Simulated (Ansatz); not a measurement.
TaAs in space group I4_1md (No. 109; Ta on 4a, As on 4a) under volume change, the program Ansatz at the PBE level (PAW), shape and atoms relaxed at each volume.

| V (Å³/atom) | E − E(relaxed) (meV/atom) | P (GPa) |
|---|---|---|
| 16.010 | ? | ? |
| 16.537 | 38.4 | 12.30 |
| 17.065 | 9.1 | 5.66 |
| 17.593 | 0.0 | 0.00 |
| 18.121 | 8.1 | -4.82 |
| 18.649 | ? | ? |
| 19.176 | 66.2 | -12.41 |

**Question.** Fill in the missing entries.

**Answer.** 
- 18.649, E − E(relaxed) (meV/atom): 31.0
- 18.649, P (GPa): -8.92
- 16.010, E − E(relaxed) (meV/atom): 91.4
- 16.010, P (GPa): 20.10

**Question.** What does a third-order Birch–Murnaghan fit give for V₀, B₀ and B′?

**Answer.** V₀ = 17.59 Å³/atom, B₀ = 174 GPa, B′ = 4.3.

Symmetry was held in the PBE relaxation. The run is not spin-polarised. Spin–orbit coupling is left out wherever it is not named.

Potentials: the earlier of the program's two PAW sets.
